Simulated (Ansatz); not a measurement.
PbSe (rock salt, Fm-3m), r²SCAN (plane waves, PAW; program Ansatz). The conduction-band minimum lies at L, with 4 equivalent valleys. Second derivatives d²E/dk² of the lowest band at one valley (eV·Å²), along Cartesian directions:

```json
[
 {"direction": "[100]", "d²E/dk²": "50.66"},
 {"direction": "[010]", "d²E/dk²": "50.66"},
 {"direction": "[001]", "d²E/dk²": "50.66"},
 {"direction": "[110]", "d²E/dk²": "45.37"},
 {"direction": "[101]", "d²E/dk²": "56.25"},
 {"direction": "[011]", "d²E/dk²": "56.25"}
]
```

Task: Find the principal effective masses, the density-of-states mass and the conductivity mass.

Result: Off-diagonal terms follow from H_xy = H[110] − (H_xx + H_yy)/2, and m*/mₑ = 7.620 eV·Å² over each eigenvalue: 0.14, 0.14, 0.19. One valley's DOS mass (m₁m₂m₃)^(1/3) = 0.15, conductivity mass 3/(Σ 1/mᵢ) = 0.15 mₑ.

Task: What effective density of states Nc follows at 300 K for parabolic valleys?

Result: Nc = 2.509e19 × 4 × (0.15)^(3/2) ≈ 5.8e18 cm⁻³.

The cell was relaxed with r²SCAN under the symmetry of its start; of distortions, only those at the zone centre were tested. Scalar-relativistic: spin–orbit coupling is off unless named, which matters more the heavier the elements.

Potentials: the later of the program's two PAW sets.

Edges and masses are those of Kohn–Sham bands, whose gap is no quasiparticle gap.
